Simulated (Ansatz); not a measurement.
Zn3GeN, before and after

A trial structure of Zn3GeN was built thus: random cell by space group and Wyckoff sites (P6/mmm, No. 191). Lengths were set from tabulated atomic sizes, so they are only a guess.

start.xyz

```xyz
5
Lattice="4.1651 0.0000 0.0000 -2.0826 3.6071 0.0000 0.0000 0.0000 5.2115" Properties=species:S:1:pos:R:3 pbc="T T T"
Zn    2.0826    0.0000    2.6058
Zn   -1.0413    1.8035    2.6058
Zn    1.0413    1.8035    2.6058
Ge    0.0000    0.0000    2.6058
N     0.0000    0.0000    0.0000
```

Method: DFT PBE, scalar-relativistic, plane waves, PAW in Ansatz. Cutoff 420 eV, Gaussian smearing, Γ-centred meshes. Cell and atoms relax first on a coarse mesh and then on a finer one. In between, the cell is made exact in the group found at 0.06 Å. In metals the finer mesh still leaves noise of several meV/atom or more. The steps can't lower the symmetry of their start. No spin polarisation.

end.xyz

```xyz
5
Lattice="5.2621 0.0000 0.0000 -2.6310 4.5571 0.0000 0.0000 0.0000 3.8032" Properties=species:S:1:pos:R:3 pbc="T T T"
Zn    2.6310    0.0000    1.9016
Zn   -1.3155    2.2785    1.9016
Zn    1.3155    2.2785    1.9016
Ge    0.0000    0.0000    1.9016
N     0.0000    0.0000    0.0000
```

The symmetry stays P6/mmm (No. 191). The volume per atom grows by 16.5 %, from 15.7 to 18.2 Å³. The shortest distance goes from 2.08 Å (Zn–Ge and Zn–Zn) to 1.90 Å (Ge–N). The ratio c/a of the conventional cell changes by a factor of 0.58. The energy falls by about 2.3 eV/atom (the start's value is from the coarse mesh).

- Volume per atom: 18.24 Å³
- Density: 5.15 g/cm³
- Formation energy: +0.66 eV/atom
- Gap on the 12×12×10 mesh of the 5-atom cell: 0 eV (a metal)

Energies over the elements count from the elements' standard structures at the same level (N₂ as a molecule), with no fitted energy shifts. The separate elements lie lower, so it is unstable against them.

The last run used Gaussian smearing of 0.10 eV. Symmetry constrained the relaxation, so the result can be a saddle point. In all, the 3 runs took 2.8 min on 1 thread of Intel(R) Xeon(R) Processor @ 2.70GHz, with other jobs on the host. Another cell of Zn3GeN relaxed alike, in P4mm, lies 0.46 eV/atom lower, so this cell isn't the stable form at this level.
